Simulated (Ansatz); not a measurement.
Level of theory: DFT PBE, scalar-relativistic, plane waves, PAW (Ansatz). Cutoff 420 eV, Γ-centred meshes of about 0.25 Å⁻¹ or finer for metals and 0.3 Å⁻¹ for insulators (2π included), Gaussian smearing. No spin polarisation.

This relaxed Ta2F cell comes from a structure search over trial cells.

```
Ta F
1.0
     2.93887    0.00000    0.00000
    -1.46943    2.54513    0.00000
     0.00000    0.00000   13.68240
Ta F
4 2
Direct
  0.00000 0.00000 0.27502
  0.00000 0.00000 0.72498
  0.33333 0.66667 0.09135
  0.66667 0.33333 0.90865
  0.66667 0.33333 0.38026
  0.33333 0.66667 0.61974
```

Wave vectors count in units of this cell's reciprocal vectors.

**Question.** Is this structure dynamically stable?

**Answer.** No. The phonons on a 3×3×1 q mesh of the computed 6-atom cell go imaginary, to 72i cm⁻¹ at q = (0.00, 0.00, 0.00). (Phonon run: 12×12×4 k mesh, Gaussian smearing of 0.10 eV.) With atoms moved at random and symmetry off, it falls by 165 meV/atom into P-1 (No. 2). Conventional cell: a = 2.890 Å, b = 2.890 Å, c = 13.472 Å, α = 85.9°, β = 88.7°, γ = 66.6°. Ta on its first site has 3 F at 2.20–2.27 Å, 6 Ta at 2.83–2.89 Å, 2 Ta at 3.17 Å and 2 Ta at 3.35–3.39 Å; Ta on its second site is surrounded by 8 Ta at 2.83–2.89 Å, 2 Ta at 3.17 Å and 4 Ta at 3.35–3.39 Å; F is surrounded by 3 Ta at 2.20–2.27 Å.

```xyz
6
Lattice="2.8899 0.0000 0.0000 1.1463 2.6527 0.0000 0.9570 -0.0722 13.4374" Properties=species:S:1:pos:R:3 pbc="T T T"
Ta    3.9675    1.9050    9.9081
Ta    1.0256    0.6755    3.5293
Ta    1.9697    0.5929   12.2566
Ta    3.0235    1.9876    1.1808
F     2.5777    0.9926    8.4738
F     2.4155    1.5879    4.9636
``` The phonon run warned that its eigensolver hadn't fully converged.

No dispersion correction is applied, so the spacing and binding between layers, chains or molecules are poorly described. Spin–orbit coupling, which can matter for Ta, is left out. Phonons of metals hang on the k mesh and the smearing.
